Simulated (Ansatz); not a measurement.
This guess for Tl2AgPtC6N6 is about to be relaxed.

```cif
data_structure
_symmetry_space_group_name_H-M 'Fm-3m'
_symmetry_Int_Tables_number 225
_cell_length_a 10.3990
_cell_length_b 10.3990
_cell_length_c 10.3990
_cell_angle_alpha 90.000
_cell_angle_beta 90.000
_cell_angle_gamma 90.000
_cell_volume 1124.54
loop_
_atom_site_label
_atom_site_type_symbol
_atom_site_symmetry_multiplicity
_atom_site_Wyckoff_symbol
_atom_site_fract_x
_atom_site_fract_y
_atom_site_fract_z
_atom_site_occupancy
Tl1 Tl 8 c 0.25000 0.75000 0.75000 1
Ag1 Ag 4 a 0.00000 0.00000 0.00000 1
Pt1 Pt 4 b 0.50000 0.00000 0.00000 1
C1 C 24 e 0.19444 0.00000 0.00000 1
N1 N 24 e 0.30695 0.00000 0.00000 1
```

The calculation used DFT PBE, scalar-relativistic, plane waves, PAW (Ansatz). Cutoff 420 eV, Gaussian smearing, Γ-centred meshes. Cell and atoms relax first on a coarse mesh and then on a finer one. In between, the cell is made exact in the group found at 0.06 Å. In metals the finer mesh still leaves noise of several meV/atom or more. The steps can't lower the symmetry of their start. Collinear spin is switched on along the way, since trial moments persisted in a coarse test.

A guess keeps its type if space group and coordination stay and the shape of the cell changes little (axis ratios within about 15 %, angles within 6°); the volume may change.

Q: Does this structure survive the relaxation?

A: It keeps its type. The symmetry stays Fm-3m (No. 225). The volume per atom grows by 31.7 %, from 17.6 to 23.1 Å³. The shortest distance goes from 1.17 Å (C–N) to 1.18 Å (C–N). Counting neighbours within 15 % of an atom's shortest distance, the start has Ag 6, C 1, N 1, Pt 6, Tl 24 and the end Ag 6, C 1, N 1, Pt 6, Tl 24.

The last run used collinear spin, a 6×6×6 mesh for its 16-atom cell and Gaussian smearing of 0.10 eV. Spin–orbit coupling, which can matter for Pt and Tl, is left out. The magnetic state reached may not be the lowest. Symmetry constrained the relaxation, so the result can be a saddle point.
